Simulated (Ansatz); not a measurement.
NbNF2 in space group P4/mmm (No. 123; Nb on 1a, N on 1b, F on 2f) under volume change, r²SCAN (plane waves, PAW; program Ansatz), shape and atoms relaxed at each volume.

| V (Å³/atom) | E − E(relaxed) (meV/atom) | P (GPa) |
|---|---|---|
| 14.733 | 64.7 | 15.63 |
| 15.219 | 26.9 | 9.46 |
| 15.705 | 6.3 | 4.29 |
| 16.190 | 0.0 | 0.01 |
| 16.676 | 5.6 | -3.58 |
| 17.162 | 21.2 | -6.63 |
| 17.647 | 45.3 | -9.23 |

Task: What does a third-order Birch–Murnaghan fit give for V₀, B₀ and B′?

Result: V₀ = 16.19 Å³/atom, B₀ = 132 GPa, B′ = 4.8.

The start of the workflow was typed in or built on a structure type; neither database checked (COD, Materials Project) lists it. Whether it is the stable phase at ambient conditions was not checked. Symmetry was held in the r²SCAN relaxation; its stability against distortions is not shown here. The workflow began spin-polarised and lost its moments. The cell computed holds one magnetic atom, so no antiferromagnetic order was within reach. Other orbital occupations within this spin state were not tried.

Potentials: the earlier of the program's two PAW sets.
